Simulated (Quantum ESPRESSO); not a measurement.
Parts of the isotropic shielding in KF, by PBE GIPAW on JTH datasets (Quantum ESPRESSO, modified build), 22.5 Ha, k-mesh 5×5×5 shifted:

```
CELL_PARAMETERS angstrom
      0.00000     2.65442     2.65442
      2.65442     0.00000     2.65442
      2.65442     2.65442     0.00000
ATOMIC_POSITIONS crystal
  K  0.00000 0.00000 0.00000
  F  0.50000 0.50000 0.50000
```
The cell comes from the Materials Project (a computed structure). It is KF in Fm-3m. Stability against distortions was not tested.

The core term is that of the free atom's frozen core; the paramagnetic column sums the reconstruction terms. These are absolute shieldings with no macroscopic susceptibility term; δ = σ_ref − σ needs a reference computed alike. By our sweeps, such settings leave a few ppm in absolute σ.

```
site          core  bare (smooth current)  diamagnetic correction  paramagnetic corrections  σ_iso (ppm)
----------  ------  ---------------------  ----------------------  ------------------------  -----------
K (atom 1)  1193.4                   90.7                    22.3                       [?]          [?]
F (atom 2)   306.4                   78.3                    50.6                       [?]          [?]
```

Question: Some entries are withheld; supply them.

Answer: 
- K (atom 1), paramagnetic corrections: -139.9
- K (atom 1), σ_iso (ppm): 1166.5
- F (atom 2), paramagnetic corrections: -183.7
- F (atom 2), σ_iso (ppm): 251.7
